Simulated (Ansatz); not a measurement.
Starting cell, PbS (rock salt):

```xyz
4
Lattice="0.0000 6.0089 6.0089 3.0045 0.0000 3.0045 3.0045 3.0045 0.0000" Properties=species:S:1:pos:R:3 pbc="T T T"
S      0.0000     0.0000     0.0000
S      3.0045     6.0089     3.0045
Pb     3.0045     3.0045     3.0045
Pb     3.0045     6.0089     6.0089
```

A phonon eigenvector at L = (0.5, 0.0, 0.0) is frozen into this cell: atom i moves by Q times the vector below, so Q is the largest atomic displacement, in Å. The cell is held. It is one choice among 2 degenerate patterns. (q is in reciprocal vectors of the primitive cell; the cell shown is doubled to hold the pattern.)

```tsv
atom	x	y	z
Pb3	0.285	-0.520	0.805
Pb4	-0.285	0.520	-0.805
```

Atoms not listed stay in place.

These are PBE (plane waves to 420 eV, PAW, scalar-relativistic; Ansatz, an electronic-structure program) values and carry that method's errors. k mesh 5×10×10 (Γ-centred), Fermi-Dirac smearing 0.05 eV. E stands for the smeared free energy. PbS was relaxed with its symmetry unable to fall. Spin-orbit coupling is left out, though Pb is heavy. The zero of ΔE is the undisplaced structure.

| Q (Å) | ΔE (meV/cell) |
|---|---|
| -0.180 | withheld |
| -0.150 | 39.8 |
| -0.120 | 25.3 |
| -0.090 | 14.2 |
| -0.060 | 6.3 |
| -0.030 | 1.6 |
| 0.000 | 0.0 |
| 0.030 | 1.6 |
| 0.060 | 6.3 |
| 0.090 | 14.2 |
| 0.120 | 25.3 |
| 0.150 | 39.8 |
| 0.180 | withheld |

Q: Fit an even polynomial form (powers 2, 4) to the given rows and predict ΔE at Q = -0.180.

A: Least squares on the 11 given rows: ΔE = (1742)·Q² + (1189)·Q⁴, in meV/cell with Q in Å; root-mean-square residual 0.02 meV/cell. At -0.180 the fit gives 57.7 meV/cell; the calculation gives 57.7 meV/cell, the same to the digits shown. The quadratic term alone would give 56.4 meV/cell.

(A displaced cell: forces are minus the slopes of the energy, force constants its curvatures, and phonons follow from these.)
